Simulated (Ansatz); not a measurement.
Theory: Ansatz 0.2.0, DFT PBE, scalar-relativistic, plane waves, PAW. All cells share a 420 eV cutoff and Γ-centred k meshes spaced at most about 0.3 Å⁻¹ (about 0.25 or finer for metals, 2π included). Collinear spin in cells that started with moments and kept them past the coarse steps, no spin elsewhere.

These are static total energies at zero pressure.

Compare these two cells of TiBr, each relaxed at this level.

A. (no spin)

```
Ti Br
1.0
     3.26828    0.00000    0.00000
     0.00000    3.26828    0.00000
     0.00000    0.00000    3.26828
Ti Br
1 1
Direct
  0.00000 0.00000 0.00000
  0.50000 0.50000 0.50000
```

B. (site moments Ti 1.3 μB)

```
Ti Br
1.0
     0.00000    2.71879    2.71879
     2.71879    0.00000    2.71879
     2.71879    2.71879    0.00000
Ti Br
1 1
Direct
  0.50000 0.50000 0.50000
  0.00000 0.00000 0.00000
```

Question: Which form is favoured at zero pressure, and by what margin per atom?

Answer: A is lower, by 172 meV/atom. A has the caesium chloride type, space group Pm-3m (No. 221), 17.5 Å³/atom and no gap on its mesh; B has the rock salt type, space group Fm-3m (No. 225), 20.1 Å³/atom and no gap. Counting Br atoms around Ti (those within 1.25 times the shortest such distance or 1.15 times the sum of covalent radii, 1.27 where that leaves under three), A has Ti 8 and B has Ti 6. Their magnetic states differ too. The denser one is the lower, and pressure would at first widen the difference. In A, Ti has 8 Br at 2.83 Å and 6 Ti at 3.27 Å; Br is surrounded by 8 Ti at 2.83 Å and 6 Br at 3.27 Å. In B, Ti has 6 Br at 2.72 Å; around Br lie 6 Ti at 2.72 Å. Both come from invented guesses. A third cell relaxed alike, in Pm-3m, lies 24 meV/atom below the lower of the two.

In such compounds of Ti a zero gap at this level may well be an artefact, since no Hubbard U is applied. In Pm-3m an odd number of electrons in the primitive cell allows no gap without spin; a larger cell or a magnetic state could open one. The magnetic state reached may not be the lowest. Cells relaxed within their symmetry can be saddle points. Some candidate types were left out of the draw beforehand, so a known form may be missing.
